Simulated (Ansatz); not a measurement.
One compound in many structure types

Screening note. Relaxing one composition in several structure types shows which are competitive, which pressure would favour, and how volume and gap change with structure.

The reference row is VSi2, P6₂22 hP9. The reference is the lowest phase computed, which need not be the stable form in nature.

Computed with Ansatz, a plane-wave PAW program. energy: PBE, total energy at 0 K with the change to a 700 eV cutoff added (comparable within one formula alone); volume per atom: PBE, relaxed cell; gap: PBE; bulk modulus: PBE, equation-of-state fit.

Model: ΔE = E − E_ref; ΔV = V − V_ref; temperature scale ΔE/k_B = 11.605 K/meV × ΔE.

```
crystal                              E (eV/atom)  V (Å³/atom)  gap (eV)  B₀ (GPa)  ΔE (meV/atom)  ΔV (Å³/atom)  ΔE/k_B (K)
-----------------------------------  -----------  -----------  --------  --------  -------------  ------------  ----------
VSi2, AlB2 type, P6/mmm                −1394.726        13.07      0.00       152          436.0          0.30        5100
VSi2, P6₂22 hP9, reference             −1395.162        12.77      0.00       173            0.0          0.00           0
VSi2, Al2Cu type, I4/mcm               −1394.804        14.31      0.00       143          358.0          1.54        4200
VSi2, fluorite or antifluorite type    −1394.441        15.97      0.00         –          721.0          3.20        8400
```

Started from generated or typed cells, with no claim that the phase is known: VSi2, AlB2 type, P6/mmm; VSi2, Al2Cu type, I4/mcm; VSi2, fluorite or antifluorite type. Runs started from generated or typed cells of the structure named: VSi2, P6₂22 hP9. Magnetic states: VSi2, fluorite or antifluorite type ferromagnetic, the lowest of the collinear orders tried. Magnetic at some levels of our runs and not at others: VSi2, P6₂22 hP9. Run without spin polarisation: VSi2, AlB2 type, P6/mmm, VSi2, P6₂22 hP9, VSi2, Al2Cu type, I4/mcm. No gap (0.00) means none at this level, which can close a small real gap. Spin–orbit coupling is left out unless named.

Worked for VSi2, Al2Cu type, I4/mcm:

ΔE = 1000 × (−1394.804 − (−1395.162)) = 358.0 meV/atom; ΔV = 14.31 − 12.77 = 1.54 Å³/atom; ΔE/k_B: 11.605 × 358.0 = 4200 K.

In order of ΔE, lowest first: VSi2, P6₂22 hP9 (0.0 ± 5.0), VSi2, Al2Cu type, I4/mcm (358.0 ± 5.0), VSi2, AlB2 type, P6/mmm (436.0 ± 5.0), VSi2, fluorite or antifluorite type (721.0 ± 5.0). The ± follows from allowances picked for this note (energy 0.004 eV/atom, 3 meV/atom on the figure itself), carried to first order and added in quadrature, each row's own inputs moving alone; ≈ joins neighbours closer than their two ± added in quadrature.

The trade-off between low ΔE and low volume per atom leaves these rows undominated: VSi2, P6₂22 hP9 (0.0, 12.77). The reference is on the front.

No row is clearly denser than the reference, so pressure favours none of them.

Vibrational free energy is left out, and phases that were not computed could lie lower. Rows are a sample of the computed phases of this formula. Limits of the draw: a spread of over 30 meV/atom, none over 0.9 eV/atom above the reference, within 8 meV/atom of the lowest or within 3 meV/atom of a neighbour. As a rule kept out of such tables: 4f compounds, open-shell compounds run without a Hubbard term, cells found unstable in the tests at hand, cells close to a higher symmetry, and runs set to a pressure or over 12 % in volume from the crystal's fullest run. A dash marks a value that is not given here.
